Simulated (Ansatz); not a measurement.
Values for one crystal, relaxed and computed with plane-wave PAW LDA (Ansatz code); other levels are named.

- Volume per atom: 14.87 Å³
- Band gap: 0.40 eV (smallest direct gap 0.42 eV)
- Conduction-band minimum: off the standard path, at k = (0.458, -0.458, 0.177)
- Pressure derivative B′: 5.0
- Bulk modulus (Birch–Murnaghan fit): 88.6 GPa
- Formation energy from the elements (no fitted shifts): -0.78 eV/atom
- Electron effective mass: 0.71, 2.9, 5.0 mₑ (principal values)

**Question.** Which of these materials gives this?
(A) VCu3S4, P-43m (V on 1a, Cu on 3d, S on 4e)
(B) KRb2BiF6, Fm-3m (K on 4b, Rb on 8c, Bi on 4a, F on 24e)
(C) LaCoN3, C2/m (Pearson symbol mS20)
(D) BaBiO3, C2/m (Pearson symbol mS20)

**Answer.** C, LaCoN3, C2/m (Pearson symbol mS20)

The first step of the workflow began from a Materials Project structure, measured or hypothetical; the Crystallography Open Database copy checked does not list it. Its standing as an ambient phase is unchecked. Symmetry was held in the LDA relaxation; its stability against distortions is not shown here. The run is not spin-polarised. The references are the lowest solids computed at this level, not always the standard phases (solids in place of the gases). Spin–orbit coupling is left out wherever it is not named.

Potentials: the later of the program's two PAW sets.
